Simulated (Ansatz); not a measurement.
Structures of Bi3S2: which is lowest?

Plane-wave DFT in Ansatz with scalar-relativistic PAW potentials, cutoff 420 eV, Γ-centred meshes chosen by cell and gap, Gaussian smearing with energies taken to zero width. Every cell was relaxed (cell and atoms) in a run of its own, within the symmetry of its start. Functional: PBE.

Relaxed structures (starts from databases or built by putting these elements on another compound's sites):
A. R-3m, 5 atoms in the computed cell, a = 4.064 Å, c = 29.949 Å; sites (symmetry × multiplicity) Bi -3m × 3 + 3m × 6, S 3m × 6; start: built
B. R-3m, 5 atoms in the computed cell, a = 9.248 Å, c = 6.239 Å; sites (symmetry × multiplicity) Bi .2/m × 9, S 3m × 6; start: built

**Question.** Rank them by energy. Could pressure change the order?

**Answer.**
```tsv
structure	group	E − E(lowest) (meV/atom)	V (Å³/atom)	gap on mesh (eV)
A	R-3m	0.0	28.56	0.00
B	R-3m	158	30.80	0.00
```

A is lowest, 158 meV/atom under B. The lowest is also the densest of these, so pressure wouldn't bring one of the others in at first order. Other structures may lie lower than all of these, and vibrations aren't counted.

Spin-orbit coupling is left out, which matters for the bands of heavy elements. Spin polarisation was left out, and a magnetic state may lie lower. The smearing is narrow for a metal on this mesh. For Tl, Pb and Bi spin-orbit coupling shifts energies too.